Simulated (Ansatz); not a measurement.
Relaxed candidate structures of Ru:

A. Pa-3 (No. 205), cP8; a = 4.826 Å, b = 4.826 Å, c = 4.826 Å, α = 90.00°, β = 90.00°, γ = 90.00°; Ru 8c (0.149, 0.149, 0.149)

B. P6₃/mmc (No. 194), hP4, AFLOW prototype A_hP4_194_ac (A3', as in La); a = b = 2.6916 Å, c = 8.6464 Å, α = β = 90.00°, γ = 120.00°; Ru 2a (0.000, 0.000, 0.000); Ru 2c (0.333, 0.667, 0.250)

C. P6/mmm (No. 191), hP3; a = b = 4.238 Å, c = 2.669 Å, α = β = 90.00°, γ = 120.00°; Ru 1a (0.000, 0.000, 0.000); Ru 2d (0.333, 0.667, 0.500)

D. I-43d (No. 220), cI16, AFLOW prototype A_cI16_220_c (as in Li); a = 6.036 Å, b = 6.036 Å, c = 6.036 Å, α = 90.00°, β = 90.00°, γ = 90.00°; Ru 16c (0.216, 0.216, 0.216)

E. P6₃/mmc (No. 194), hP2, hcp (Mg type); a = b = 2.7058 Å, c = 4.2623 Å, α = β = 90.00°, γ = 120.00°; Ru 2d (0.667, 0.333, 0.250)

Task: Order them by energy per atom (lowest first) at the level r2SCAN (plane waves to 500 eV, PAW, scalar-relativistic; Ansatz, an electronic-structure program).

Result: E (reference, the lowest of the structures calculated here), B (+0.09 eV/atom), D (+0.15 eV/atom), C (+0.26 eV/atom), A (+0.37 eV/atom)

Probably no minimum, since a slightly shaken restart fell lower: Pa-3, cP8 (by 0.16 eV/atom, to P2₁/c). 1 run with a doubtful electronic state, a coarser numerical grid, an end not at rest or a source that can't be used is left out. Each run could gain symmetry but not lose that of its start, so entries can be saddle points. From databases, or of a type measured for this composition: P6₃/mmc, hP2, hcp (Mg type); the others are generated cells (placed on structure types, drawn at random, substituted or restacked) that were not matched to a known phase here. Static energies at zero pressure. No spin polarisation in the result.
